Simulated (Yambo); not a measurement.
A G0W0@PBEsol run in Yambo for PtCl2 (space group Pnnm, No. 58) (4×1×4 Γ-centred k mesh, bands 9 to 215 and a 7 Ry block in the screening, 215 bands in G with the Bruneval-Gonze terminator, plasmon pole fitted at 27.2 eV) gives these matrix elements, in eV, at the band edges (Γ → (0, 0, 0.25)):

```
state               E0    <Vxc>     <Σx>  <Σc(E0)>      Z
---------------  -----  -------  -------  --------  -----
valence edge     0.000  -19.143  -23.591     3.506  0.796
conduction edge  0.629  -18.071  -13.472    -3.331  0.807
```

Q: Solve the linearised quasiparticle equation for both states, give the gap, and say how exchange and correlation each act on it.

A: E = E0 + Z(Σx + Σc − Vxc). Valence: 0.000 + 0.796 × (-23.591 + (3.506) − (-19.143)) = -0.75 eV. Conduction: 0.629 + 0.807 × (-13.472 + (-3.331) − (-18.071)) = 1.65 eV. The gap is 2.40 eV, against 0.63 eV in PBEsol. Replacing Vxc by bare exchange alone would open it by 9.05 eV; correlation takes back 6.84 eV of that, and Z scales what is left. Nearest settings tried, and what they do to the gap: 141 bands in G: +1 meV; 105 bands in W: +4 meV; 1 Ry block (19 vectors against 289): +622 meV. Not varied: mesh. So the settings aren't converged at that level. The k mesh is coarse. Among the k points computed, the smallest G0W0 gap is 2.26 eV, (-0.5, 0, -0.5) → (0, 0, 0.25). Spin-orbit coupling is left out, which matters for elements this heavy: edges can move by tenths of an eV.

Geometry relaxed with PBE+D3(BJ); primitive cell a = 3.6279 Å, b = 11.0362 Å, c = 3.4550 Å, α = β = γ = 90.00°.

The structure is a Materials Project entry; no match was found in the copy of COD used, and its stability was not checked.
